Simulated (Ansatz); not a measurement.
Method: DFT PBE, scalar-relativistic, plane waves, PAW (Ansatz). Settings: cutoff 420 eV, Γ-centred meshes spaced at most about 0.3 Å⁻¹, and about 0.25 Å⁻¹ or finer for metals (2π included), Gaussian smearing. No spin polarisation in the final relaxations.

All energies are static (0 K, no zero-point motion).

Two forms of Ge2Sb2Se were relaxed alike.

A.

```cif
data_structure
_symmetry_space_group_name_H-M 'P4/mmm'
_symmetry_Int_Tables_number 123
_cell_length_a 4.1134
_cell_length_b 4.1134
_cell_length_c 8.4667
_cell_angle_alpha 90.000
_cell_angle_beta 90.000
_cell_angle_gamma 90.000
_cell_volume 143.25
loop_
_atom_site_label
_atom_site_type_symbol
_atom_site_symmetry_multiplicity
_atom_site_Wyckoff_symbol
_atom_site_fract_x
_atom_site_fract_y
_atom_site_fract_z
_atom_site_occupancy
Ge1 Ge 2 h 0.50000 0.50000 0.21349 1
Sb1 Sb 2 g 0.00000 0.00000 0.83359 1
Se1 Se 1 d 0.50000 0.50000 0.50000 1
```

B.

```cif
data_structure
_symmetry_space_group_name_H-M 'P-3m1'
_symmetry_Int_Tables_number 164
_cell_length_a 4.0136
_cell_length_b 4.0136
_cell_length_c 8.8984
_cell_angle_alpha 90.000
_cell_angle_beta 90.000
_cell_angle_gamma 120.000
_cell_volume 124.14
loop_
_atom_site_label
_atom_site_type_symbol
_atom_site_symmetry_multiplicity
_atom_site_Wyckoff_symbol
_atom_site_fract_x
_atom_site_fract_y
_atom_site_fract_z
_atom_site_occupancy
Ge1 Ge 2 d 0.33333 0.66667 0.18785 1
Sb1 Sb 2 d 0.33333 0.66667 0.61816 1
Se1 Se 1 a 0.00000 0.00000 0.00000 1
```

**Question.** Which is lower in energy, and by how much?

**Answer.** B is lower, by 66 meV/atom. A has space group P4/mmm (No. 123), 28.7 Å³/atom and no gap on its mesh; B has space group P-3m1 (No. 164), 24.8 Å³/atom and no gap. Counting Ge or Sb atoms around Se (for each partner element, those within 1.25 times its shortest distance or 1.15 times the sum of covalent radii, where it is the nearest in units of that sum or under 1.3; the shortest distance is added where it exceeds 1.18 times the sum of covalent radii), A has Se 2 and B has Se 6 from 2.9 Å. A holds Sb–Sb pairs (shortest 2.82 Å); in B the shortest Sb–Sb distance is 3.13 Å, near bonding range too. The denser one is the lower, and pressure would at first widen the difference. Even the lower one lies +0.10 eV/atom against the reference forms of the elements (uncorrected), so neither is stable at this level. In A, Ge has 1 Se at 2.43 Å and 4 Sb at 2.94 Å; Sb has 1 Sb at 2.82 Å and 4 Ge at 2.94 Å; Se has 2 Ge at 2.43 Å. In B, around Ge lie 3 Se at 2.86 Å and 3 Sb at 2.89 Å; Sb is surrounded by 3 Ge at 2.89 Å and 3 Sb at 3.13 Å; Se is surrounded by 6 Ge at 2.86 Å. Both come from invented guesses.

These runs have no spin–orbit coupling, which can matter for Sb. Cells relaxed within their symmetry can be saddle points.
